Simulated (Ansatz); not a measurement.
The elements of this relaxed trial crystal are hidden behind letters.

```
lattice vectors (Å)
   4.7821    0.0000    0.0000
   0.0000    4.7821    0.0000
   0.0000    0.0000    4.7821
fractional positions
X 0.0000 0.5000 0.5000
X 0.5000 0.5000 0.0000
X 0.5000 0.0000 0.5000
X 0.0000 0.0000 0.0000
Z 0.5000 0.5000 0.5000
```

The calculation used Ansatz, DFT PBE, scalar-relativistic, plane waves, PAW. The final run on the 5-atom cell used 420 eV, a Γ-centred 8×8×8 mesh, 0.10 eV smearing and no spin polarisation.

| Item | Value |
| --- | --- |
| Space group | Pm-3m (No. 221) |
| Conventional cell | a = 4.782 Å |
| Volume per atom | 21.87 Å³ |
| Density | 4.60 g/cm³ |
| Energy over the elements | −0.03 eV/atom |
| Gap on the 8×8×8 mesh of the 5-atom cell | 0 eV (a metal) |

Energies are uncorrected and count from the elements' standard states at the same level.

Q: X is a p-block element of period 3 and Z is a d-block element of period 6. Which elements are they?

A: X = Al, Z = Pt, so the formula is Al4Pt. Density times volume gives a mean mass of 4.60 × 21.87/1.6605 = 60.6 u per atom, and this set has 60.6 u. Around Al on a site of symmetry 4/mmm lie 2 Pt at 2.39 Å and 12 Al at 3.38 Å; Al on a site of symmetry m-3m has 12 Al at 3.38 Å; Pt has 6 Al at 2.39 Å. Other sets within the hints have nearly the same mass, so mass alone doesn't settle it; this one was computed.

These runs have no spin–orbit coupling, which can matter for Pt. Symmetry constrained the relaxation, so the result can be a saddle point. Another cell of Al4Pt relaxed alike, in P-6m2, lies 268 meV/atom lower, so this cell isn't the stable form at this level.
